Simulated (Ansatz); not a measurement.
The relaxed structure here is a generated cell of NbP: the first start was made by placing the elements on the sites of a structure type, and the end was not matched to a known phase here, so it may be hypothetical.

A relaxed cell of NbP (P6/mmm (No. 191)), relaxed on a k-mesh at least as fine as the one used below. All values below come from PBEsol (plane waves to 420 eV, PAW, scalar-relativistic; Ansatz, a first-principles code). Γ-centred k-mesh 7×7×4 on the run's cell (coarser than for final values), Fermi–Dirac smearing 0.05 eV.

```
CELL_PARAMETERS angstrom
      5.52372     0.00000     0.00000
     -2.76186     4.78369     0.00000
      0.00000     0.00000     7.97076
ATOMIC_POSITIONS crystal
  Nb 0.50000 0.00000 0.00000
  Nb 0.50000 0.00000 0.50000
  Nb 0.50000 0.50000 0.00000
  Nb 0.50000 0.50000 0.50000
  Nb 0.00000 0.50000 0.00000
  Nb 0.00000 0.50000 0.50000
  P  0.00000 0.00000 0.00000
  P  0.00000 0.00000 0.50000
  P  0.33333 0.66667 0.25000
  P  0.33333 0.66667 0.75000
  P  0.66667 0.33333 0.25000
  P  0.66667 0.33333 0.75000
```

The atoms are displaced along an unstable phonon of this cell by (Å):

```csv
atom,ux,uy,uz
Nb1,0.000,0.000,0.125
Nb2,0.000,0.000,-0.125
Nb3,0.000,0.000,-0.063
Nb4,0.000,0.000,0.063
Nb5,0.000,0.000,-0.063
Nb6,0.000,0.000,0.063
P7,0.000,0.000,0.000
P8,0.000,0.000,0.000
P9,0.000,-0.150,0.000
P10,0.000,0.150,0.000
P11,0.000,0.150,0.000
P12,0.000,-0.150,0.000
```

Question: What forces (eV/Å) and pressure result?

Answer: 
| atom | Fx | Fy | Fz |
|---|---|---|---|
| Nb1 | 0.00 | 0.00 | 0.26 |
| Nb2 | 0.00 | 0.00 | -0.26 |
| Nb3 | 0.00 | 0.00 | -0.16 |
| Nb4 | 0.00 | 0.00 | 0.16 |
| Nb5 | 0.00 | 0.00 | -0.16 |
| Nb6 | 0.00 | 0.00 | 0.16 |
| P7 | 0.00 | 0.00 | 0.01 |
| P8 | 0.00 | 0.00 | -0.01 |
| P9 | 0.00 | 0.05 | 0.00 |
| P10 | 0.00 | 0.11 | 0.00 |
| P11 | 0.00 | -0.05 | 0.00 |
| P12 | 0.00 | -0.11 | 0.00 |

Pressure -0.8 GPa.

The undisplaced cell is probably no minimum: from this displacement the run went on to Cmmm (No. 65), 0.03 eV/atom below it.

No spin polarisation in the result.
